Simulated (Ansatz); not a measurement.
ZnCu₂SnS₄ (kesterite type, space group I-4)

```
ZnCu2SnS4
1.0
   -2.73416     2.73416     5.46742
    2.73416    -2.73416     5.46742
    2.73416     2.73416    -5.46742
Cu Zn Sn S
2 1 1 4
Direct
  0.00000   0.00000   0.00000
  0.75000   0.25000   0.50000
  0.25000   0.75000   0.50000
  0.50000   0.50000   0.00000
  0.63688   0.62894   0.52462
  0.10432   0.11226   0.47538
  0.37106   0.89568   0.00794
  0.88774   0.36312   0.99206
```

The slice is a (100) plane (indices of the conventional cell) through the point (0.250, 0.750, 0.500) (fractional), spanned by u = [101] and v = [110] in vectors of this cell: u (5.47 Å) and v (10.93 Å, at 90° to u). It covers one period; positions are fractions (u, v).

Level of theory: PBE (plane waves to 420 eV, PAW, scalar-relativistic; Ansatz, a program for electronic structure). k mesh 9×9×9. Inside the PAW spheres the values are not all-electron values, and peaks at nuclei hang on which shells count as valence. At this level the bands of ZnCu2SnS4 touch or barely overlap; measurements give the solid a gap. ZnCu2SnS4 is run without spin polarisation. ZnCu2SnS4 was relaxed with its symmetry unable to fall.

Q: Sketch the valence electron density on this plane as a map.

A: 
```
v \ u  0.00  0.08  0.17  0.25  0.33  0.42  0.50  0.58  0.67  0.75  0.83  0.92
-----  ----  ----  ----  ----  ----  ----  ----  ----  ----  ----  ----  ----
0.88   -1.0  -1.0  -0.9  -0.8  -0.8  -0.8  -0.8  -0.8  -0.8  -0.8  -0.9  -1.0
0.75   -1.8  -1.7  -1.3  -0.8  -0.2   0.8   1.2   0.8  -0.2  -0.8  -1.3  -1.7
0.62   -0.9  -0.9  -0.8  -0.8  -0.8  -0.8  -0.8  -0.8  -0.8  -0.8  -0.8  -0.9
0.50    1.8   1.1  -0.3  -0.9  -1.3  -1.6  -1.8  -1.6  -1.3  -0.9  -0.3   1.1
0.38   -0.9  -0.9  -0.8  -0.7  -0.7  -0.9  -0.9  -0.9  -0.7  -0.7  -0.8  -0.9
0.25   -1.8  -1.6  -1.3  -1.0  -0.3   1.1   1.8   1.1  -0.3  -1.0  -1.3  -1.6
0.12   -1.0  -0.9  -0.8  -0.7  -0.8  -0.9  -0.9  -0.9  -0.8  -0.7  -0.8  -0.9
0.00    1.7   0.8  -0.4  -1.0  -1.3  -1.6  -1.8  -1.6  -1.3  -1.0  -0.4   0.8
```

Values: log₁₀ of the valence density in e/Å³. The scale is logarithmic, as a density can span decades between atoms and voids.
